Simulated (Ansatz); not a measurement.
ZrSe2 (CdI2 type)

```
CELL_PARAMETERS angstrom
      3.73508     0.00000     0.00000
     -1.86754     3.23468     0.00000
      0.00000     0.00000     6.03154
ATOMIC_POSITIONS crystal
  Zr 0.00000 0.00000 0.00000
  Se 0.33333 0.66667 0.26507
  Se 0.66667 0.33333 0.73493
```

The slice is a (-1 1 0 2) plane (indices of the conventional cell) through the point (0.667, 0.333, 0.735) (fractional), spanned by u = [110] and v = [1 -1 1] in vectors of this cell: u (3.74 Å) and v (8.84 Å, at 90° to u). It covers one period; positions are fractions (u, v).

All values below come from PBE-D3(BJ) (plane waves to 420 eV, PAW, scalar-relativistic; Ansatz, a first-principles code). k mesh 14×14×8. Inside the PAW spheres the values are not all-electron values, and peaks at nuclei hang on which shells count as valence. At this level the bands of ZrSe2 touch or barely overlap; measurements give the solid a gap. ZrSe2 is run without spin polarisation. ZrSe2 was relaxed with its symmetry unable to fall.

Task: Predict the map of the electrostatic potential energy of an electron, from the cell's mean on the slice.

Result: 
```
|xxxx+#%#+xxx|
|xxx.*%%%*.xx|
|xx.*%@@@%*.x|
|++#%@@@@@%#+|
|%%@@@@@@@@@%|
|@@@@@@@@@@@@|
|##%@@@@@@@%#|
|:-*%@@@@@%*-|
|xx +%@@@%+ x|
|xxx:#@@@#:xx|
|xxx *%@%* xx|
|xxx:#%@%#:xx|
|xx =#@@@#= x|
|  -*%@@@%*- |
|.:=*#%%%#*=:|
|   -*#%#*-  |
|xx  -*#*-  x|
|xxx .+*+. xx|
|xxxx =+= xxx|
|xxxx =+= xxx|
|xxx  +*+  xx|
|xx  -*#*-  x|
|   :+###+:  |
|  -+##%##+- |
|xx +##%##+ x|
|xxx *###* xx|
|xxxx=###=xxx|
|xxxx=###=xxx|
```
Scale: ten equal steps from 0.00 (start of ' ') to 8.34 (end of '@'), in the order ' .:-=+*#%@'. Values: electrostatic potential energy of an electron, from the cell's mean, in eV. The map has 12 points along u (one character each, u = 0 at the left) and 28 along v (v = 0 in the bottom row). Points within 1 Å of a nucleus are blanked (x), as the pseudised field means little there. Values under 0 eV are set to 0. The zero, the cell's mean, hangs on the PAW cores.
